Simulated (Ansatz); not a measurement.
Be (bcc (W type), Im-3m) at seven volumes, PBEsol (plane waves, PAW; program Ansatz), scaled uniformly. One row is withheld.

```csv
V (Å³/atom),P (GPa)
7.044,13.83
7.277,8.61
7.509,4.04
7.741,0.02
7.973,?
8.205,-6.60
8.438,-9.33
```

Problem. Fit the shown pressures and predict the withheld one.

Solution. Third-order Birch–Murnaghan: P = (3/2)B₀(x^(7/2) − x^(5/2))[1 + (3/4)(B′ − 4)(x − 1)] with x = (V₀/V)^(2/3). Least squares on the six rows gives V₀ = 7.743 Å³/atom, B₀ = 125.3 GPa, B′ = 3.31. At V = 7.973, x = 0.9807 and P = -3.49 GPa. The run itself gave -3.50 GPa.

The first step of the workflow began from a Materials Project structure, measured or hypothetical; the Crystallography Open Database copy checked does not list it. It is not the phase usual at ambient conditions (space group No. 194). Symmetry was held in the PBEsol relaxation; its stability against distortions is not shown here.

Potentials: the earlier of the program's two PAW sets. The files were generated under PBE; for other functionals the program regenerates the frozen cores, and for LDA and PBEsol the local potential too.
